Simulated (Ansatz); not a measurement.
A relaxed cell of Na2S (Fm-3m (No. 225)), relaxed on a k-mesh at least as fine as the one used below. Level of theory: r2SCAN (plane waves to 500 eV, PAW, scalar-relativistic; Ansatz, a program for electronic structure). Γ-centred k-mesh 6×3×6 on the run's cell (coarser than for final values), Fermi–Dirac smearing 0.05 eV.

```yaml
crystal:
  lattice:
    - [0.00000, 3.25563, 3.25563]
    - [6.51126, 0.00000, 6.51126]
    - [3.25563, 3.25563, 0.00000]
  atoms:
    - { symbol: Na, position: [0.25000, 0.12500, 0.25000] }
    - { symbol: Na, position: [0.25000, 0.62500, 0.25000] }
    - { symbol: Na, position: [0.75000, 0.37500, 0.75000] }
    - { symbol: Na, position: [0.75000, 0.87500, 0.75000] }
    - { symbol: S, position: [0.00000, 0.00000, 0.00000] }
    - { symbol: S, position: [0.00000, 0.50000, 0.00000] }
```

The atoms are displaced by (Å):

```json
[
 {"atom": "Na1", "ux": "0.141", "uy": "0.033", "uz": "-0.029"},
 {"atom": "Na2", "ux": "0.004", "uy": "-0.073", "uz": "0.088"},
 {"atom": "Na3", "ux": "0.023", "uy": "-0.026", "uz": "-0.014"},
 {"atom": "Na4", "ux": "0.076", "uy": "0.049", "uz": "-0.082"},
 {"atom": "S5", "ux": "0.043", "uy": "-0.034", "uz": "0.009"},
 {"atom": "S6", "ux": "-0.086", "uy": "0.031", "uz": "-0.056"}
]
```

Q: What forces (eV/Å) and pressure result?

A: 
```tsv
atom	Fx	Fy	Fz
Na1	-0.34	-0.04	-0.01
Na2	-0.06	0.18	-0.27
Na3	-0.07	0.03	0.03
Na4	-0.09	-0.11	0.17
S5	0.08	0.30	-0.28
S6	0.48	-0.35	0.36
```

Pressure +0.2 GPa.

Q: Estimate the energy cost of the displacement in the harmonic approximation and compare with the calculation.

A: For a harmonic well ΔE = −½ Σ F·u = 0.098 eV a cell, or 16 meV/atom. The calculated energy relative to the undisplaced cell is +16 meV/atom, so the harmonic estimate holds well.

No spin polarisation in the result.

The run that gave the undisplaced cell could not lose the symmetry of its start; a randomly shaken copy of 3 atoms returns to this structure.
